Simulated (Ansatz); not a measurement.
ZnSe (zinc blende)

```
ZnSe
1.0
    0.00000     5.73302     5.73302
    2.86651     2.86651     5.73302
    2.86651     2.86651     0.00000
Se Zn
2 2
Direct
  0.00000   0.75000   0.75000
  0.50000   0.75000   0.75000
  0.00000   0.00000   0.00000
  0.50000   0.00000   0.00000
```

The atoms are displaced by Q × the pattern below (from a DFPT mode at X = (0.5, 0.5, 0.0), largest move 1; Q in Å), at fixed cell. It is one choice among 2 degenerate patterns. (q is in reciprocal vectors of the primitive cell; the cell shown is doubled to hold the pattern.)

| atom | x | y | z |
|---|---|---|---|
| Se1 | 0.000 | -1.000 | 0.000 |
| Se2 | 0.000 | 1.000 | 0.000 |
| Zn3 | 0.834 | 0.000 | 0.000 |
| Zn4 | -0.834 | 0.000 | 0.000 |

The numbers are results of PBE (plane waves to 420 eV, PAW, scalar-relativistic; Ansatz, a quantum-chemistry and plane-wave program), not measurements. k mesh 10×10×10 (Γ-centred), Fermi-Dirac smearing 0.05 eV. E stands for the smeared free energy. Compression counts positive. The PAW data are Ansatz's earlier set. ZnSe was relaxed with its symmetry unable to fall. ΔE is measured from the undisplaced structure.

```
Q (Å)   ΔE (eV/cell)  −dE/dQ from forces (eV/Å)  P (GPa)
------  ------------  -------------------------  -------
-0.180             …                      6.892        …
-0.150         0.413                      5.635     2.45
-0.120             …                      4.436     1.56
-0.090         0.147                      3.285     0.87
-0.060         0.065                      2.170     0.39
-0.030         0.016                      1.079     0.09
0.000          0.000                      0.000     0.00
0.030          0.016                     -1.079     0.09
0.060          0.065                     -2.170     0.39
0.090          0.147                     -3.285     0.87
0.120              …                     -4.436     1.56
0.150          0.413                     -5.635     2.45
0.180              …                     -6.892        …
```

Question: Fill in the missing entries.

Answer: 
- -0.180, ΔE (eV/cell): 0.601
- -0.180, P (GPa): 3.54
- -0.120, ΔE (eV/cell): 0.262
- 0.120, ΔE (eV/cell): 0.262
- 0.180, ΔE (eV/cell): 0.601
- 0.180, P (GPa): 3.54

(A displaced cell: forces are minus the slopes of the energy, force constants its curvatures, and phonons follow from these.)
